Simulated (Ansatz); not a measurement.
Relaxation of a relaxed CeO2 cell, doubled along one cell vector, shaken by Gaussian noise of σ = 0.08 Å a coordinate; 6 atoms in the cell, which starts as P1 (No. 1), aP6; a = 3.427 Å, b = 5.532 Å, c = 5.936 Å, α = 100.30°, β = 90.00°, γ = 108.04°. Method: PBE (plane waves to 420 eV, PAW, scalar-relativistic; Ansatz, a program for electronic structure). Γ-centred k-mesh 8×4×8 on the run's cell (coarser than for final values), Fermi–Dirac smearing 0.05 eV. This is the first round of the run. 

The optimiser's lines from the output (shortened; P is positive under compression):

```
relax step   1: F+E_penalty+E_count = -15426.92336456 eV  Δ(F+E_penalty+E_count) = +0.000e0 eV  max|allowed force component| = 2.234e0 eV/Å  Δτ_max = 0.0000 Å  P = +3.740 GPa  Ω = 105.113 Å³  (12 SCF iters, dr2 threshold 1.00e-7 eV, accepted)
relax step   2: F+E_penalty+E_count = -15427.22387647 eV  Δ(F+E_penalty+E_count) = -3.005e-1 eV  max|allowed force component| = 1.445e0 eV/Å  Δτ_max = 0.1980 Å  P = +1.872 GPa  Ω = 105.868 Å³  (13 SCF iters, dr2 threshold 6.00e-7 eV, accepted)
relax step   3: F+E_penalty+E_count = -15427.48695243 eV  Δ(F+E_penalty+E_count) = -2.631e-1 eV  max|allowed force component| = 5.477e-1 eV/Å  Δτ_max = 0.2000 Å  P = -0.179 GPa  Ω = 107.192 Å³  (12 SCF iters, dr2 threshold 6.00e-7 eV, accepted)
relax step   4: F+E_penalty+E_count = -15427.70781093 eV  Δ(F+E_penalty+E_count) = -2.209e-1 eV  max|allowed force component| = 5.678e-1 eV/Å  Δτ_max = 0.2000 Å  P = +0.128 GPa  Ω = 107.745 Å³  (12 SCF iters, dr2 threshold 6.00e-7 eV, accepted)
relax step   5: F+E_penalty+E_count = -15428.00222752 eV  Δ(F+E_penalty+E_count) = -2.944e-1 eV  max|allowed force component| = 5.662e-1 eV/Å  Δτ_max = 0.1993 Å  P = -1.660 GPa  Ω = 109.315 Å³  (11 SCF iters, dr2 threshold 6.00e-7 eV, accepted)
relax step   6: F+E_penalty+E_count = -15428.38197859 eV  Δ(F+E_penalty+E_count) = -3.798e-1 eV  max|allowed force component| = 6.451e-1 eV/Å  Δτ_max = 0.1943 Å  P = -3.525 GPa  Ω = 108.958 Å³  (12 SCF iters, dr2 threshold 6.00e-7 eV, accepted)
relax step   7: F+E_penalty+E_count = -15428.80032318 eV  Δ(F+E_penalty+E_count) = -4.183e-1 eV  max|allowed force component| = 6.675e-1 eV/Å  Δτ_max = 0.1950 Å  P = -5.408 GPa  Ω = 106.379 Å³  (12 SCF iters, dr2 threshold 6.00e-7 eV, accepted)
relax step   8: F+E_penalty+E_count = -15429.38166259 eV  Δ(F+E_penalty+E_count) = -5.813e-1 eV  max|allowed force component| = 7.522e-1 eV/Å  Δτ_max = 0.1402 Å  P = -5.172 GPa  Ω = 100.862 Å³  (11 SCF iters, dr2 threshold 6.00e-7 eV, accepted)
relax step   9: F+E_penalty+E_count = -15429.97064617 eV  Δ(F+E_penalty+E_count) = -5.890e-1 eV  max|allowed force component| = 9.896e-1 eV/Å  Δτ_max = 0.1705 Å  P = -5.423 GPa  Ω = 95.893 Å³  (11 SCF iters, dr2 threshold 6.00e-7 eV, accepted)
relax step  10: F+E_penalty+E_count = -15430.63912546 eV  Δ(F+E_penalty+E_count) = -6.685e-1 eV  max|allowed force component| = 7.636e-1 eV/Å  Δτ_max = 0.1534 Å  P = -2.106 GPa  Ω = 89.840 Å³  (11 SCF iters, dr2 threshold 6.00e-7 eV, accepted)
relax step  11: F+E_penalty+E_count = -15431.35490796 eV  Δ(F+E_penalty+E_count) = -7.158e-1 eV  max|allowed force component| = 8.602e-1 eV/Å  Δτ_max = 0.2000 Å  P = -1.318 GPa  Ω = 84.972 Å³  (11 SCF iters, dr2 threshold 6.00e-7 eV, accepted)
relax step  12: F+E_penalty+E_count = -15431.84923920 eV  Δ(F+E_penalty+E_count) = -4.943e-1 eV  max|allowed force component| = 4.973e-1 eV/Å  Δτ_max = 0.2000 Å  P = -0.446 GPa  Ω = 81.659 Å³  (11 SCF iters, dr2 threshold 6.00e-7 eV, accepted)
relax step  13: F+E_penalty+E_count = -15431.91902248 eV  Δ(F+E_penalty+E_count) = -6.978e-2 eV  max|allowed force component| = 2.784e-2 eV/Å  Δτ_max = 0.0881 Å  P = -0.048 GPa  Ω = 80.936 Å³  (9 SCF iters, dr2 threshold 6.00e-7 eV, accepted)
relax step  14: F+E_penalty+E_count = -15431.91944804 eV  Δ(F+E_penalty+E_count) = -4.256e-4 eV  max|allowed force component| = 3.465e-3 eV/Å  Δτ_max = 0.0094 Å  P = +0.014 GPa  Ω = 80.917 Å³  (7 SCF iters, dr2 threshold 1.75e-7 eV, accepted)
relax step  15: F+E_penalty+E_count = -15431.91944770 eV  Δ(F+E_penalty+E_count) = +3.427e-7 eV  max|allowed force component| = 1.701e-4 eV/Å  Δτ_max = 0.0013 Å  P = -0.000 GPa  Ω = 80.920 Å³  (7 SCF iters, dr2 threshold 4.74e-9 eV, accepted)
relax step  16: F+E_penalty+E_count = -15432.04691923 eV  Δ(F+E_penalty+E_count) = -1.275e-1 eV  max|allowed force component| = 2.689e-3 eV/Å  Δτ_max = 0.0000 Å  P = +1.656 GPa  Ω = 80.920 Å³  stress off target by 4.84e0 GPa  SCF on the basis re-selected at this cell (its energy is not comparable with the rows above)  (11 SCF iters)
relax step  17: F+E_penalty+E_count = -15432.07414431 eV  Δ(F+E_penalty+E_count) = -2.723e-2 eV  max|allowed force component| = 4.985e-3 eV/Å  Δτ_max = 0.0039 Å  P = +0.277 GPa  Ω = 81.447 Å³  (6 SCF iters, dr2 threshold 6.00e-7 eV, accepted)
relax step  18: F+E_penalty+E_count = -15432.07493601 eV  Δ(F+E_penalty+E_count) = -7.917e-4 eV  max|allowed force component| = 5.875e-4 eV/Å  Δτ_max = 0.0014 Å  P = -0.016 GPa  Ω = 81.571 Å³  (6 SCF iters, dr2 threshold 6.00e-7 eV, accepted)
relax step  19: F+E_penalty+E_count = -15432.07751300 eV  Δ(F+E_penalty+E_count) = -2.577e-3 eV  max|allowed force component| = 5.719e-4 eV/Å  Δτ_max = 0.0000 Å  P = +0.038 GPa  Ω = 81.571 Å³  stress off target by 1.73e-1 GPa  SCF on the basis re-selected at this cell (its energy is not comparable with the rows above)  (10 SCF iters)
relax step  20: F+E_penalty+E_count = -15432.07754629 eV  Δ(F+E_penalty+E_count) = -3.329e-5 eV  max|allowed force component| = 1.991e-4 eV/Å  Δτ_max = 0.0002 Å  P = +0.002 GPa  Ω = 81.588 Å³  (5 SCF iters, dr2 threshold 7.48e-8 eV, accepted)
relax step  21: F+E_penalty+E_count = -15432.07754308 eV  Δ(F+E_penalty+E_count) = +3.217e-6 eV  max|allowed force component| = 7.063e-4 eV/Å  Δτ_max = 0.0000 Å  P = -0.001 GPa  Ω = 81.589 Å³  (8 SCF iters, accepted)
relax step  22: F+E_penalty+E_count = -15432.07760661 eV  Δ(F+E_penalty+E_count) = -6.353e-5 eV  max|allowed force component| = 7.065e-4 eV/Å  Δτ_max = 0.0000 Å  P = -0.001 GPa  Ω = 81.589 Å³  stress off target by 5.80e-3 GPa  SCF on the basis re-selected at this cell (its energy is not comparable with the rows above)  (5 SCF iters)
```

From the first to the last row the energy changes by -0.86 eV/atom and the volume by -22.4 %. The last row is marked as not comparable with the walk above it, whose basis was carried along; it does compare with step 1, since both stand on a basis selected at the nominal cutoff for their own cell.

Energy and pressure jump between steps 15 and 16 at one geometry, where the plane-wave basis was selected anew. While the cell walks, the set of plane waves is carried along, so its effective cutoff drifts with the strain; re-selecting it at 420 eV moved the energy by -0.021 eV/atom and the pressure by 1.7 GPa. Only step 1 and rows on a re-selected basis compare with each other.

Later rounds, restarted from the end of this one on a renewed k-mesh, logged 4 more steps and released under 1 meV/atom more. The final structure after all rounds: Fm-3m (No. 225), cF12, fluorite type; a = b = c = 5.465 Å, α = β = γ = 90.00°. Between re-selections the logged energies stand on a plane-wave basis carried along with the cell. No spin polarisation in the result. No Hubbard U is applied. The 4f state was not searched, so a lower electronic state may exist.

Of the parent cell (R3m (No. 160)): it is a generated cell of CeO2: the first start was made by placing the elements on the sites of a structure type, and the end was not matched to a known phase here, so it may be hypothetical. Known forms of CeO2 include space group No. 225.
